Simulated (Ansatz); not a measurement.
Input:

Cu (fcc (Cu type), Fm-3m), a = 3.5633 Å, b = 3.5633 Å, c = 3.5633 Å, α = 90.00°, β = 90.00°, γ = 90.00°; the cell used has 1 atom.

This is the PBEsol-relaxed structure.

Task: All from plane-wave PAW PBEsol (Ansatz code), unless another level is named. Give the Young's modulus.

Result: 162 GPa.

Task: Predict the elastic constants (relaxed ions, GPa).

Result: C11 = 210, C12 = 147, C44 = 93.8.

Symmetry was held in the PBEsol relaxation. The run is not spin-polarised. As this level gives no gap, shear constants depend on the k-mesh and smearing (Fermi–Dirac, 0.1 eV here).

Potentials: the earlier of the program's two PAW sets. The files were generated under PBE; for other functionals the program regenerates the frozen cores, and for LDA and PBEsol the local potential too.
